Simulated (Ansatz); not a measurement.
An Ansatz (an electronic-structure program) run. Input:

Ansatz 0.2 input:
```yaml
crystal:
  lattice:
    - [0.0, 3.05975935, 3.05975935]
    - [3.05975935, 0.0, 3.05975935]
    - [3.05975935, 3.05975935, 0.0]
  atoms:
    - { symbol: Ti, position: [0.0, 0.0, 0.0], spin: 2.68 }
    - { symbol: Ti, position: [0.25, 0.25, 0.25], spin: 2.68 }
kpoints:
  mp_grid: { grid: [12, 12, 12] }
hamiltonian:
  xc: r2scan
  pseudopotentials: { kind: paw }
magnetization: { spin_polarized: true }
scf:
  occupations: { method: gaussian, width: 0.1 }
checkpoint: { read: metal.run }
output: { bader: true, populations: true }
```

Output (shortened):

```
Pseudopotential: Ti, paw, valence charge 12
Functional definition: r2SCAN
Crystal: 2 atoms, lattice volume = 57.292 Å³
Basis set: ecut = 500 eV, 1459 PW (Γ), exchange–correlation on 128×128×128 points (64 copies of the dense FFT grid, shifted against one another)
Bands: 23, of which v1, the nominal top of the filled ones, is band 12 counted from 1 (11 counted from 0)
Symmetry: 48 space group operations
Space group: Fd-3m (ITA 227), of the structure as read, at distance tolerance 3.9e-5 Å
k-points: 72 of 1728
Stability of the state it starts from, as read at its close in the collinear treatment (another_mixer)
Starting moments: Σ|m| = 5.36 μB on 2 of 2 sites; this step starts from the density that it was given
iter 1 solved again at ethr=5.16e-8 eV; its pass at ethr=3.10e-3 eV (dr2=1.24e-5 eV) is discarded
SCF iter   1: F=—  HF=-5004.920630 eV  |F-HF|=—  |Δ(HF+E_count)|=         —  Δρ=1.12e-7 (↑1.12e-7 ↓9.93e-8)  dr2=2.06e-11  dr2_τ=4.29e-13  dr2_m=1.36e-12  M=5.529 μB ∫|m|=5.550 μB  β_m=1.20  ethr=5.16e-8  ⟨swp⟩=3.3  Hψ=21752  notcnv=0
preconditioner: auto → Kerker (q_TF=auto, 2.360 Å⁻¹)
spin=Collinear: Kerker preconditioning applied to the charge; magnetization (m = ρ↑ − ρ↓) channel mixes plain (no charge-response kernel on spin).
SCF iter   2: F=-5004.920631 eV  HF=-5004.920631 eV  |F-HF|=1.46e-11  |Δ(HF+E_count)|=   1.57e-7  Δρ=8.90e-8 (↑8.90e-8 ↓8.22e-8)  dr2=2.58e-12  dr2_τ=5.96e-13  dr2_m=2.27e-12  M=5.529 μB ∫|m|=5.550 μB  ethr=1.00e-12  ⟨swp⟩=5.5  Hψ=11066  notcnv=0
SCF 1 converged in 2 iterations: F = -5004.920631 eV  dr2 = 2.58e-12
Stability not checked (another_mixer)
SCF converged after 2 iterations
Magnetization: 5.5287 μB (14.7644 up, 9.2356 down)
Absolute magnetization: 5.5497 μB (∫|ρ↑−ρ↓|, with the PAW one-centre terms)
Spin contamination: 0.0350 ħ² per cell (⟨S²⟩ above its minimum at these occupations)
Per-site moments (μB) at R_I (Å): [(1.9502842823864373, 1.0930545972088719), (1.9502842823864364, 1.0930545972088719)]
Free energy (F): -5004.920631 eV
Harris-Foulkes:  -5004.920631 eV  (|F-HF|=1.46e-11)
Internal energy: -5004.910519 eV  (E = F + TS)
E sigma→0 (E₀):  -5004.915575 eV
Entropy (-TS):   -0.010111 eV (-5.056 meV/atom)
Fermi energy:    6.728956 eV
--- Per-component energies (eV) ---
  E_band       = -490.491872
  E_kinetic    = 546.155386
  E_local      = -2446.551490  (includes V_loc(G=0)·N_el)
  E_nonlocal   = 23.956934
  E_hartree    = 999.278734
  E_xc         = -183.162564
  E_vxc        = -264.155702  (∫ρ·V_xc dr)
  E_paw        = -2118.808254  (= ΣΔE_a)
  E_vpaw       = -368.441746  (= ΣTr[D̂ρ^β])
  E_aug_tail   = 0.000186  (compensation charges beyond the density's cutoff)
  E_vtau       = 19.987169  (kinetic-family band-sum trace: ∫τ·v_τ [+ j·A + Jᵃ·Aᵃ] dr)
  E_ewald      = -1825.272537
  E_core_change = -0.506914  (= ΣΔE_core)
  E_smearing   = -0.010111  (= −TS)
  E_closure    = 0.000000  (closes the sum)
  Σ components = -5004.920631   (vs F -5004.920631, Δ=0.00e0)
  [band-id]    e_kinetic+e_local+e_nonlocal+2·e_hartree+e_vxc+e_vpaw+e_augmentation_tail+e_vtau = -490.491796   (vs E_band -490.491872, Δ=7.56e-5)
--- Band table (eV; the first three rows and the last of 144) ---
  k-point 0 ↑: bands = ["-53.1650", "-52.8989", "-28.5678", "-28.5678", "-28.5678", "-28.0928", "-28.0928", "-28.0928", "1.3365", "5.4303", "5.4303", "5.4303", "5.7609", "5.7609", "7.4740", "7.4740", "7.4740", "9.4615", "9.4615", "16.4594", "16.4594", "16.4594", "16.7706"]
  k-point 1 ↑: bands = ["-53.1616", "-52.9024", "-28.5714", "-28.5714", "-28.5668", "-28.0944", "-28.0891", "-28.0891", "1.4337", "5.3865", "5.3865", "5.4333", "5.8377", "5.8377", "7.3699", "7.4713", "7.4713", "9.4493", "9.4493", "14.9331", "15.8719", "15.8719", "16.9320"]
  k-point 2 ↑: bands = ["-53.1520", "-52.9122", "-28.5811", "-28.5811", "-28.5642", "-28.0988", "-28.0794", "-28.0794", "1.7190", "5.3326", "5.3326", "5.4472", "5.9677", "5.9677", "7.0748", "7.4874", "7.4874", "9.4081", "9.4081", "13.3079", "15.1997", "15.1997", "16.4570"]
  k-point 71 ↓: bands = ["-50.7626", "-50.7626", "-26.2846", "-26.2846", "-26.0084", "-26.0084", "-25.7301", "-25.7301", "6.4818", "6.4818", "8.5733", "8.5733", "9.0811", "9.0811", "9.2969", "9.2969", "11.4754", "11.4754", "11.7192", "11.7192", "11.7359", "11.7359", "19.1860"]
--- Löwdin populations: 2 sites ---
  site symbol       q [e]    m [muB]
     0     Ti     11.7926     2.6845
     1     Ti     11.7926     2.6845
  spilling = 0.017281 (of n_electrons = 24.000000)
--- Bader charges: 2 sites ---
  site symbol  charge [e]  shift [e]    m [muB]
     0     Ti      0.0000     0.0000     2.7644
     1     Ti      0.0000     0.0000     2.7644
  shift: an alarm, by how much a part of what the PAW files miss would move the charge. Where it is large, compare
  with a run on PAW files of another source; a small one proves nothing
  estimated error of the sums over rays = 1.0e-4 e
```

Cost: roughly 40 core-seconds on shared cores.

The start of the workflow was typed in or built on a structure type; neither database checked (COD, Materials Project) lists it. It is not the phase usual at ambient conditions (space group No. 194). The r²SCAN relaxation kept the symmetry of its start; its stability against distortions is not shown here. Spin order of the final state: ferromagnetic, chosen from 4 collinear starts compared on coarse meshes (ties went to the first, and starts can fall back to one state), not a proven ground state. Other orbital occupations within this spin state were not tried.

Potentials: the later of the program's two PAW sets.

Ansatz is a plane-wave DFT program.
